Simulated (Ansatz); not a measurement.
A scan (energy against volume; even scaling of the relaxed cell, symmetry kept) gave these values. All values below come from PBEsol (plane waves to 420 eV, PAW, scalar-relativistic; Ansatz, a quantum-chemistry and plane-wave program).

| Property | Value |
|---|---|
| Bulk modulus at fixed cell shape B₀ (third-order Birch-Murnaghan fit) | 195 GPa |
| Pressure derivative B₀′ (fit) | 4.9 |
| Equilibrium volume of the fit | 11.09 Å³/atom |

Of these crystals, all scanned alike, which one is it?
A. WC (WC type, space group P-6m2)
B. ZrO₂ (tetragonal-ZrO2 type, space group P4_2/nmc)
C. MgTe (wurtzite)

B, ZrO₂ (tetragonal-ZrO2 type, space group P4_2/nmc). The others have, for the bulk modulus at fixed cell shape: WC 410 GPa, MgTe 36.1 GPa

All were relaxed with their symmetry unable to fall. Spin-orbit coupling is left out. This is a high-temperature form of ZrO2. WC is run without spin polarisation. ZrO2 is run without spin polarisation. With the shape held, the modulus is that of even scaling; a crystal free to change shape is softer.

(Under strain, the slope of the energy per volume gives the stress and its curvature an elastic modulus.)
